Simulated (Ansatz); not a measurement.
TiSi in space group Cmmm (No. 65; Ti on 2b, Si on 2d), plane-wave PAW PBEsol (Ansatz code), all energies at zero smearing, with the estimated change up to a 700 eV cutoff added, with one set of potentials and settings (totals compare only within such a set). Cell of 2 atoms (1 Ti, 1 Si): -3096.640 eV.

```
element              reference phase  E (eV/atom)
-------  ---------------------------  -----------
Ti       P6/mmm, 3 atoms in the cell   -2473.9163
Si        Fd-3m, 2 atoms in the cell    -621.4938
```

Formation energy per atom, worked out: (-3096.640 − 1×(-2473.9163) − 1×(-621.4938))/2 = -0.615 eV/atom (-59 kJ per mol of atoms), at 0 K, without zero-point energy or fitted corrections.

The first step of the workflow began from a Materials Project structure, measured or hypothetical; the Crystallography Open Database copy checked does not list it. COD files the formula under space group No. 25. Whether it is the stable phase at ambient conditions was not checked. The PBEsol relaxation kept the symmetry of its start; whether a distortion lowers the energy is not shown. No spin polarisation was allowed. The references are the lowest solids computed at this level, not always the standard phases.

Potentials: the earlier of the program's two PAW sets. The files were generated under PBE; for other functionals the program regenerates the frozen cores, and for LDA and PBEsol the local potential too.
